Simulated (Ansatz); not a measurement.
Input and command of a calculation in Ansatz (plane waves; scalar-relativistic PAW potentials unless the input names others):

```yaml
crystal:
  lattice:
    - [-1.6610568176, 1.6610568176, 1.6610568176]
    - [1.6610568176, -1.6610568176, 1.6610568176]
    - [1.6610568176, 1.6610568176, -1.6610568176]
  atoms:
    - { symbol: Li, position: [0.0, 0.0, 0.0] }
kpoints:
  mp_grid: { grid: [16, 16, 16] }
hamiltonian:
  xc: pbe
  dispersion: d3bjatm
scf:
  occupations: { method: gaussian, width: 0.1 }
  mixing: { algorithm: broyden, beta: 0.05 }
output:
  forces: true
  eigenvalues: true
  stress: true
accuracy: low
```

```bash
ansatz run input.yaml --threads 1 --pin off --max-ram 2560MiB --backend cpu --events-out ev --progress --plain --runs-dir out
```

Abridged log:
```
Basis set: ecut = 420 eV, 369 PW (Γ), exchange–correlation on 40×40×40 points (8 copies of the dense FFT grid, shifted against one another)
Bands: 6, of which v1, the nominal top of the filled ones, is band 2 counted from 1 (1 counted from 0)
Symmetry: 48 space group operations
k-points: 145 of 4096
SCF iter   1: F=—  HF=-204.857377 eV  |F-HF|=—  |Δ(HF+E_count)|=         —  Δρ=1.24e-4  dr2=4.59e-7  ethr=1.77e-3  ⟨swp⟩=4.1  Hψ=6768  notcnv=0
SCF iter   2: F=—  HF=-204.857375 eV  |F-HF|=—  |Δ(HF+E_count)|=   2.35e-6  Δρ=1.19e-4  dr2=4.30e-7  ethr=1.53e-8  ⟨swp⟩=2.0  Hψ=2248  notcnv=0  κ⁻¹=1.0e0(r=1)
SCF iter   3: F=—  HF=-204.857374 eV  |F-HF|=—  |Δ(HF+E_count)|=   1.63e-7  Δρ=1.02e-4  dr2=3.17e-7  ethr=1.43e-8  ⟨swp⟩=1.5  Hψ=881  notcnv=0  κ⁻¹=7.5e-1(r=2)
SCF iter   4: F=-204.857374 eV  HF=-204.857374 eV  |F-HF|=3.51e-8  |Δ(HF+E_count)|=   7.40e-8  Δρ=9.88e-6  dr2=8.33e-9  ethr=3.33e-9  ⟨swp⟩=2.8  Hψ=3167  notcnv=0
SCF 1 converged in 4 iterations: F = -204.857374 eV  dr2 = 8.33e-9
SCF converged after 4 iterations
Stability not checked: this state was not tested for a lower state beside it, because the mixer in use, unlike msr1, does not test its closes by its own steps (another_mixer; see scf.mixing.algorithm and scf.lower_state_search)
Free energy (F): -204.857374 eV
Harris-Foulkes:  -204.857374 eV  (|F-HF|=3.51e-8)
Internal energy: -204.854494 eV  (E = F + TS)
E sigma→0 (E₀):  -204.855934 eV
Entropy (-TS):   -0.002880 eV (-2.880 meV/atom)
Fermi energy:    1.351523 eV
  E_disp       = -0.178595  (pairwise vdW)
--- Forces (eV/Å), atoms counted from 1 ---
  atom   1  Li     0.00000000     0.00000000     0.00000000
--- Stress (GPa, compression-positive) ---
        0.162961       0.000000       0.000000
        0.000000       0.162961       0.000000
        0.000000       0.000000       0.162961
  P = ⅓ Tr σ = 0.1630 GPa (1.630 kbar)
```

Apart from outputs, empty bands and the relaxation, which only the reference makes, the input differs from a reference run on usual settings in scf.mixing.algorithm: not typed → "broyden"; scf.mixing.beta: not typed → 0.05; hamiltonian.dispersion: "d3bj" → "d3bjatm"; accuracy: not typed → "low"; basis.ecutwfc: 420 → not typed. The reference, at the same geometry, ended its own course with pressure 0.01 GPa, largest force 0.000 eV/Å, no gap on the mesh. This run converged in 4 SCF iterations with an energy at zero smearing 8.36 meV/atom above the reference's (the Hamiltonian itself differs), pressure 0.16 GPa, largest force 0.000 eV/Å, no gap on the mesh. Its accuracy level is looser than usual. The Hamiltonian differs as well, so the change in the result can't be put down to that alone.

It took 0.9 s on 1 thread of Arm Neoverse V2 (shared host), peak memory 0.24 GiB.